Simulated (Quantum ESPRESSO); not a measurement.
Parts of the isotropic shielding in Li2O, by GIPAW with PBE in a modified build of Quantum ESPRESSO, on JTH PAW datasets, 22.5 Ha, k-mesh 5×5×5 shifted:

```yaml
crystal:
  lattice:
    - [0.00000, 2.33849, 2.30359]
    - [2.33849, 0.00000, 2.30359]
    - [2.33849, 2.33849, 0.00000]
  atoms:
    - { symbol: Li, position: [0.75000, 0.75000, 0.75000] }
    - { symbol: Li, position: [0.25000, 0.25000, 0.25000] }
    - { symbol: O, position: [0.00000, 0.00000, 0.00000] }
```
The cell was made here from a computed Materials Project entry: strained by -1 % along the cube axis and by +0.5 % across it, atoms relaxed (PBE without dispersion, pw.x of Quantum ESPRESSO, symmetry kept). The parent is Li2O in Fm-3m. Stability against distortions was not tested.

The core term is that of the free atom's frozen core; the paramagnetic column sums the reconstruction terms. Shieldings are absolute and leave out the bulk-susceptibility term; a larger σ means a smaller chemical shift. By our sweeps, such settings leave a few ppm in absolute σ. The structure is static (0 K, no zero-point motion).

```
site              core  bare (smooth current)  diamagnetic correction  paramagnetic corrections  σ_iso (ppm)
---------------  -----  ---------------------  ----------------------  ------------------------  -----------
Li (atoms 1, 2)    0.0                   11.4                    69.6                (withheld)   (withheld)
O (atom 3)       271.1                   57.0                    26.0                (withheld)   (withheld)
```

**Question.** What belongs in the gaps?

**Answer.** 
- Li (atoms 1, 2), paramagnetic corrections: -2.8
- Li (atoms 1, 2), σ_iso (ppm): 78.2
- O (atom 3), paramagnetic corrections: -150.5
- O (atom 3), σ_iso (ppm): 203.6
